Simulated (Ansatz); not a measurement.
**Cost of a DFT run on Hf7TaO16**

```yaml
crystal:
  lattice:
    - [0.0, 5.115, 5.115]
    - [5.115, 0.0, 5.115]
    - [5.115, 5.115, 0.0]
  atoms:
    - { symbol: Ta, position: [0.0, 0.0, 0.0] }
    - { symbol: Hf, position: [0.0, 0.0, 0.5] }
    - { symbol: Hf, position: [0.0, 0.5, 0.0] }
    - { symbol: Hf, position: [0.0, 0.5, 0.5] }
    - { symbol: Hf, position: [0.5, 0.0, 0.0] }
    - { symbol: Hf, position: [0.5, 0.0, 0.5] }
    - { symbol: Hf, position: [0.5, 0.5, 0.0] }
    - { symbol: Hf, position: [0.5, 0.5, 0.5] }
    - { symbol: O, position: [0.125, 0.125, 0.125] }
    - { symbol: O, position: [0.125, 0.125, 0.625] }
    - { symbol: O, position: [0.125, 0.625, 0.125] }
    - { symbol: O, position: [0.125, 0.625, 0.625] }
    - { symbol: O, position: [0.625, 0.125, 0.125] }
    - { symbol: O, position: [0.625, 0.125, 0.625] }
    - { symbol: O, position: [0.625, 0.625, 0.125] }
    - { symbol: O, position: [0.625, 0.625, 0.625] }
    - { symbol: O, position: [0.375, 0.375, 0.375] }
    - { symbol: O, position: [0.375, 0.375, 0.875] }
    - { symbol: O, position: [0.375, 0.875, 0.375] }
    - { symbol: O, position: [0.375, 0.875, 0.875] }
    - { symbol: O, position: [0.875, 0.375, 0.375] }
    - { symbol: O, position: [0.875, 0.375, 0.875] }
    - { symbol: O, position: [0.875, 0.875, 0.375] }
    - { symbol: O, position: [0.875, 0.875, 0.875] }
total_charge: 1
kpoints:
  mp_grid: { grid: [3, 3, 3] }
scf:
  occupations: { method: fermi_dirac, width: 0.01 }
hamiltonian:
  xc: pbe
  pseudopotentials: { kind: paw }
output:
  forces: true
  stress: true
  populations: true
  efg:
    quadrupole_moments_barn: { Ta: 3.17, Hf: 3.365, O: -0.02558 }
    contact_densities: true
  write_density: true
  write_potential: true
  elf: true
  volumetric_format: npy
relax:
  f_tol: 0.03
  max_steps: 40
```

```sh
ansatz run input.yaml --threads 1 --pin off --max-ram 3072MiB --backend cpu --events-out ev --progress --plain --runs-dir out
```

It runs on 1 thread of Intel Xeon 6975P-C (Granite Rapids) (x86_64; 16 cores open to the job, memory cap 3.0 GiB, no GPU), a shared host with a load of 0.5 a core.

Task: Estimate the wall time and the peak memory.

Result: About 40 s of wall time (40 s of CPU time) and 0.8 GiB. The run holds 290 valence electrons in 174 bands, about 5209 plane waves a k-point and 4 irreducible k-points, and took 30 SCF iterations, over 5 ionic steps. Times on a shared host vary by tens of per cent.
